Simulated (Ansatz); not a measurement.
The elements of this relaxed trial crystal are hidden behind letters.

```
lattice vectors (Å)
   3.4927    0.0000    0.0000
  -1.7464    3.0248    0.0000
   0.0000    0.0000    4.6587
fractional positions
X 0.0000 0.0000 0.0000
Z 0.3333 0.6667 0.5000
```

Theory: DFT PBE, scalar-relativistic, plane waves, PAW in Ansatz 0.2.0. Cutoff 420 eV, Γ-centred 18×18×12 mesh (2-atom cell), Gaussian smearing of 0.10 eV, no spin polarisation.

- Space group: P-6m2 (No. 187)
- Conventional cell: a = 3.493 Å, c = 4.659 Å
- Volume per atom: 24.61 Å³
- Density: 10.30 g/cm³
- Energy over the elements: +0.21 eV/atom
- Gap on the 18×18×12 mesh of the 2-atom cell: 0 eV (a metal)

Energies are uncorrected and count from the elements' standard states at the same level.

Question: X is a d-block element of period 6 and Z is a p-block element of period 5. Which elements are they?

Answer: X = Hf, Z = I, so the formula is HfI. Density times volume gives a mean mass of 10.30 × 24.61/1.6605 = 152.7 u per atom, and this set has 152.7 u. Around Hf lie 6 I at 3.08 Å and 6 Hf at 3.49 Å; I has 6 Hf at 3.08 Å and 6 I at 3.49 Å. Other sets within the hints have nearly the same mass, so mass alone doesn't settle it; this one was computed.

Spin–orbit coupling, which can matter for Hf and I, is left out. An odd number of electrons in the primitive cell allows no gap without spin; a larger cell or a magnetic state could open one. The cell is a metal run without spin; a magnetic state may lie lower. A structure relaxed within its symmetry needn't be a true minimum.
